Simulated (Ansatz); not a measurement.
CuSn (NiAs type, P6_3/mmc) at seven volumes, plane-wave PAW r²SCAN (Ansatz code), shape and atoms relaxed at each. One row is withheld.

```
V (Å³/atom)  P (GPa)
-----------  -------
16.917         10.79
17.475          6.48
18.032          2.92
18.590         -0.01
19.148         -2.44
19.705         -4.47
20.263             ?
```

Question: Fit the shown pressures and predict the withheld one.

Answer: Third-order Birch–Murnaghan: P = (3/2)B₀(x^(7/2) − x^(5/2))[1 + (3/4)(B′ − 4)(x − 1)] with x = (V₀/V)^(2/3). Least squares on the six rows gives V₀ = 18.587 Å³/atom, B₀ = 89.20 GPa, B′ = 5.32. At V = 20.263, x = 0.9441 and P = -6.12 GPa. The run itself gave -6.18 GPa.

The first step of the workflow began from a Materials Project structure, measured or hypothetical; the Crystallography Open Database files this formula in space group No. 194, but the cells were not matched. Whether it is the stable phase at ambient conditions was not checked. The r²SCAN relaxation kept the symmetry of its start; whether a distortion lowers the energy is not shown. The run is not spin-polarised. Scalar-relativistic: spin–orbit coupling is off unless named, which matters more the heavier the elements.

Potentials: the later of the program's two PAW sets.
